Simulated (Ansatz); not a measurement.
Relaxed-ion elastic tensor of CdO (CsCl type, Pm-3m) in GPa (Voigt order), PBEsol (plane waves, PAW; program Ansatz); density 8.92 g/cm³, 11.96 Å³ per atom.

|  | 1 | 2 | 3 | 4 | 5 | 6 |
|---|---|---|---|---|---|---|
| 1 | 328 | 62.2 | 62.2 | 0.0 | 0.0 | 0.0 |
| 2 | 62.2 | 328 | 62.2 | 0.0 | 0.0 | 0.0 |
| 3 | 62.2 | 62.2 | 328 | 0.0 | 0.0 | 0.0 |
| 4 | 0.0 | 0.0 | 0.0 | -25.9 | 0.0 | 0.0 |
| 5 | 0.0 | 0.0 | 0.0 | 0.0 | -25.9 | 0.0 |
| 6 | 0.0 | 0.0 | 0.0 | 0.0 | 0.0 | -25.9 |

**Question.** Is the crystal mechanically stable?

**Answer.** No: the smallest eigenvalue of C is -25.9 GPa.

The start of the workflow was typed in or built on a structure type; neither database checked (COD, Materials Project) lists it. It is not the phase usual at ambient conditions (space group No. 225). The cell was relaxed with PBEsol under the symmetry of its start. At this level the phase is mechanically unstable. As this level gives no gap, shear constants depend on the k-mesh and smearing (Fermi–Dirac, 0.1 eV here).

Potentials: the later of the program's two PAW sets.
